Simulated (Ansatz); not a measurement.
Al:
```
CELL_PARAMETERS angstrom
      0.00000     1.99176     1.99176
      1.99176     0.00000     1.99176
      1.99176     1.99176     0.00000
ATOMIC_POSITIONS crystal
  Al 0.00000 0.00000 0.00000
```

Relaxed with LDA. Special points in fractions of this cell's reciprocal vectors: Γ (0.000, 0.000, 0.000); X (0.500, 0.000, 0.500); U (0.625, 0.250, 0.625); K (0.375, 0.375, 0.750); L (0.500, 0.500, 0.500); W (0.500, 0.250, 0.750).

Question: List the band energies nearest the Fermi level at these points for LDA (plane waves, PAW; program Ansatz).

Answer: In eV from the Fermi level; about four levels below and three above (degenerate sets whole), none deeper than 8.9 eV; … stands for higher levels left out; points with the same levels are listed once.

```csv
k,below,above
Γ,–,…
X,-2.98 -1.62,5.28 …
U,-1.93 -1.40 -0.36,…
L,-4.70 -4.45,…
W,-0.87 -0.87,0.14 …
```

Space group Fm-3m (fcc (Cu type)). The cell was relaxed with LDA under the symmetry of its start.

Potentials: the later of the program's two PAW sets.
